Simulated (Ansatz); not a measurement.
## Relaxing a structure of ZnInGaO₄

The start is a randomly generated symmetric cell of ZnInGaO4 (space group No. 81). The structure is fully relaxed (lattice and positions, P = 0) with PBE (plane waves to 420 eV, PAW, scalar-relativistic; Ansatz, a first-principles code). First-step values are on the input's coarse k-mesh.

Ansatz input (later rounds restart from its end on a renewed k-mesh):
Ansatz 0.2 input:
```yaml
crystal:
  lattice:
    - [4.9299595, 0, 0]
    - [0, 4.9299595, 0]
    - [0, 0, 3.6547521]
  atoms:
    - { symbol: Ga, position: [0.5, 0.5, 0] }
    - { symbol: In, position: [0, 0, 0] }
    - { symbol: O, position: [0.89685211, 0.66758769, 0.74426713] }
    - { symbol: O, position: [0.10314789, 0.33241231, 0.74426713] }
    - { symbol: O, position: [0.66758769, 0.10314789, 0.25573287] }
    - { symbol: O, position: [0.33241231, 0.89685211, 0.25573287] }
    - { symbol: Zn, position: [0, 0, 0.5] }
basis: { ecutwfc: 420, ecutrho_ratio: 4, xc_grid: 2, fft_grid_basis: typed }
kpoints: { mp_grid: { grid: [5, 5, 6] } }
hamiltonian:
  xc: pbe
  dispersion: none
  pseudopotentials: { azcp: { folder: ./paw }, kind: paw }
scf: { occupations: { method: fermi_dirac, width: 0.05 } }
relax: { f_tol: 0.01, max_steps: 100, cell: { stress_tol: 0.02 } }
output: { forces: true, stress: true }
```

| Quantity | Value |
|---|---|
| Outcome | The space group goes from P-4 (No. 81) to P-42m (No. 111), with 7 atoms in the primitive cell |
| Volume change | +12.9 %, from 12.69 to 14.32 Å³/atom |
| Shortest distances (start → end) | The closest pairs of elements (up to four, under 3.6 Å), start → end: In–Zn 1.83 → 2.68 Å; Ga–O 2.32 → 1.92 Å; O–Zn 1.93 → 2.14 Å; O–O 1.94 → 2.90 Å |
| Band gap at the end | 0.17 eV, indirect (valence top at M, conduction bottom at Γ) (no spin-orbit coupling) |
| Optimiser moves | 19 |

The end point of the relaxation:

Space group P-42m (No. 111); a = b = 4.326 Å, c = 5.356 Å, α = β = γ = 90.00°

```csv
atom,site,symmetry,x,y,z
Ga,1d,-42m,0.5000,0.5000,0.0000
In,1a,-42m,0.0000,0.0000,0.0000
O,4n,..m,0.2634,0.2634,0.7635
Zn,1c,-42m,0.0000,0.0000,0.5000
```

Final values are on a 8×8×6 k-mesh of the relaxed cell. The start holds a very short contact (In–Zn 1.83 Å). No spin polarisation in the result.

The run could not lose the symmetry of its start, so the end can be a saddle point.

The relaxed structure here is a generated cell of ZnInGaO4: the first start was made by a random draw of sites in a space group, and the end was not matched to a known phase here, so it may be hypothetical. Known forms of ZnInGaO4 include space group No. 160.
